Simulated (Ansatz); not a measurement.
# SbTePd: do the settings matter for the field gradients?

This input was run with Ansatz:

```yaml
crystal:
  lattice:
    - [6.5362, 0.0, 0.0]
    - [0.0, 6.5362, 0.0]
    - [0.0, 0.0, 6.5362]
  atoms:
    - { symbol: Sb, position: [0.62709, 0.62709, 0.62709] }
    - { symbol: Sb, position: [0.87291, 0.37291, 0.12709] }
    - { symbol: Sb, position: [0.12709, 0.87291, 0.37291] }
    - { symbol: Sb, position: [0.37291, 0.12709, 0.87291] }
    - { symbol: Te, position: [0.37278, 0.37278, 0.37278] }
    - { symbol: Te, position: [0.12722, 0.62722, 0.87278] }
    - { symbol: Te, position: [0.87278, 0.12722, 0.62722] }
    - { symbol: Te, position: [0.62722, 0.87278, 0.12722] }
    - { symbol: Pd, position: [0.99802, 0.99802, 0.99802] }
    - { symbol: Pd, position: [0.50198, 0.00198, 0.49802] }
    - { symbol: Pd, position: [0.49802, 0.50198, 0.00198] }
    - { symbol: Pd, position: [0.00198, 0.49802, 0.50198] }
kpoints:
  mp_grid: { grid: [5, 5, 5] }
scf:
  occupations: { method: fermi_dirac, width: 0.05 }
hamiltonian:
  xc: pbesol
  pseudopotentials: { kind: paw }
output:
  forces: true
  stress: true
  populations: true
  efg:
    quadrupole_moments_barn: { Sb: -0.543, Pd: 0.66 }
    contact_densities: true
```

```sh
ansatz run input.yaml --threads 1 --pin off --max-ram 3072MiB --backend cpu --events-out ev --progress --plain --runs-dir out
```

It converged. Of its output the block on the nuclei alone is shown, without the SCF iterations, energies, forces and stress (one atom of each set):

```
--- PAW observables at the nuclei: V_zz in 10²¹ V/m², potentials from the cell's mean, atoms counted from 1 ---
  atom   1  Sb V_zz =   +18.884187   η = 0.0000   by run symmetry: allowed   C_q = -247.9434 MHz
            electrostatic potential = -8412.847636 V   contact ρ = 1348186.013482 e/Å³
  atom   5  Te V_zz =    +5.884335   η = 0.0000   by run symmetry: allowed
            electrostatic potential = -8651.998210 V   contact ρ = 1466670.134479 e/Å³
  atom   9  Pd V_zz =    -1.629786   η = 0.0000   by run symmetry: allowed   C_q = -26.0093 MHz
            electrostatic potential = -7249.019508 V   contact ρ = 864344.991969 e/Å³
```

(1) Can these gradients be trusted, and how do they compare with a run on standard settings?

Answers

(1) As results of these settings, within the limits told below. Against the standard input the change is `hamiltonian.xc`: pbe → pbesol. A site carries the number of its first atom; V_zz in 10²¹ V/m².

| site | V_zz standard | η standard | V_zz here | η here |
| --- | --- | --- | --- | --- |
| Sb | 19.17 | 0.00 | 18.88 | 0.00 |
| Te | 6.18 | 0.00 | 5.88 | 0.00 |
| Pd | -1.59 | 0.00 | -1.63 | 0.00 |

The largest change of V_zz is on Te, from 6.18 to 5.88. In per cent, |V_zz| changes by -1 on Sb, -5 on Te (all sites that start above 2). SCF iterations: 7 and 7.

On the reference run: The largest force is 0.4 eV/Å, so the atoms aren't at the calculated equilibrium and relaxing them would move these values. The run finds no gap above 0.1 eV (a metal, or nearly one), so the gradients can move by 10 % or more with the k-mesh. Without spin–orbit coupling the gradients at and beside Te can be off by some per cent, at some sites by more. With these PAW files V_zz is typically within 2 to 3 % of all-electron values, but misses above 10 % occur on Pd, Sb.
